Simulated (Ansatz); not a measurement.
Here is the system:

ZnInGaO$_{4}$:
```cif
data_Ga3In3O12Zn3
_chemical_formula_sum 'Zn3 In3 Ga3 O12'
_space_group_name_H-M_alt 'R3m :H'
_space_group_IT_number 160
_space_group_name_Hall 'R 3 -2"'
_cell_length_a 3.31510
_cell_length_b 3.31510
_cell_length_c 25.75236
_cell_angle_alpha 90.000
_cell_angle_beta 90.000
_cell_angle_gamma 120.000
loop_
_atom_site_label
_atom_site_type_symbol
_atom_site_symmetry_multiplicity
_atom_site_Wyckoff_symbol
_atom_site_fract_x
_atom_site_fract_y
_atom_site_fract_z
_atom_site_occupancy
Zn1 Zn 3 a 0.00000 0.00000 0.78131 1
In1 In 3 a 0.00000 0.00000 0.99705 1
Ga1 Ga 3 a 0.00000 0.00000 0.21287 1
O1 O 3 a 0.00000 0.00000 0.70489 1
O2 O 3 a 0.00000 0.00000 0.28876 1
O3 O 3 a 0.00000 0.00000 0.87883 1
O4 O 3 a 0.00000 0.00000 0.13628 1
```
(The calculation used a cell of 7 atoms; values per cell refer to that cell.)

This is the PBEsol-relaxed structure.

Q: All from the program Ansatz at the PBEsol level (PAW), unless another level is named. Predict the Born charges (a third of the trace).

A: Zn +2.19, In +3.20, Ga +3.04, O -2.12 to -2.08 e.

Q: What about the static dielectric constant ε0 (ions relaxed, cell fixed)?

A: 10.2 (xx = yy), 14.2 (zz).

Q: What about the electronic dielectric constant ε∞ (DFPT)?

A: 4.63 (xx = yy), 4.61 (zz).

The cell was relaxed with PBEsol under the symmetry of its start. Scalar-relativistic: spin–orbit coupling is off unless named, which matters more the heavier the elements.

Potentials: the earlier of the program's two PAW sets. The files were generated under PBE; for other functionals the program regenerates the frozen cores, and for LDA and PBEsol the local potential too.
